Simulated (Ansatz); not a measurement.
As$_{2}$Pt:
```yaml
crystal:
  lattice:
    - [5.94334, 0.00000, 0.00000]
    - [0.00000, 5.94334, 0.00000]
    - [0.00000, 0.00000, 5.94334]
  atoms:
    - { symbol: Pt, position: [0.00000, 0.00000, 0.00000] }
    - { symbol: Pt, position: [0.50000, 0.00000, 0.50000] }
    - { symbol: Pt, position: [0.50000, 0.50000, 0.00000] }
    - { symbol: Pt, position: [0.00000, 0.50000, 0.50000] }
    - { symbol: As, position: [0.38305, 0.38305, 0.38305] }
    - { symbol: As, position: [0.11695, 0.61695, 0.88305] }
    - { symbol: As, position: [0.88305, 0.11695, 0.61695] }
    - { symbol: As, position: [0.61695, 0.88305, 0.11695] }
    - { symbol: As, position: [0.61695, 0.61695, 0.61695] }
    - { symbol: As, position: [0.88305, 0.38305, 0.11695] }
    - { symbol: As, position: [0.11695, 0.88305, 0.38305] }
    - { symbol: As, position: [0.38305, 0.11695, 0.88305] }
```

Relaxed with LDA. Special points in fractions of this cell's reciprocal vectors: Γ (0.000, 0.000, 0.000); X (0.000, 0.500, 0.000); M (0.500, 0.500, 0.000); R (0.500, 0.500, 0.500); X1 (0.500, 0.000, 0.000).

List the band energies nearest the valence-band maximum at these points for plane-wave PAW LDA (Ansatz code).

In eV from the valence-band maximum; about four levels below and three above (degenerate sets whole), none deeper than 8.9 eV; points with the same levels are listed once.

```
k                                below                above
-  -----------------------------------  -------------------
Γ  -2.55 -2.55 -2.55 -1.05 -1.05 -1.05       0.64 0.64 0.64
X              -1.31 -1.31 -0.90 -0.90  1.45 1.45 1.62 1.62
M              -0.64 -0.64 -0.64 -0.64  1.95 1.95 1.95 1.95
R              -0.81 -0.81 -0.81 -0.81  0.25 0.25 0.25 0.25
```

Space group Pa-3. The cell was relaxed with LDA under the symmetry of its start. The run is not spin-polarised. Scalar-relativistic: spin–orbit coupling is off unless named, which matters more the heavier the elements.

Potentials: the later of the program's two PAW sets.
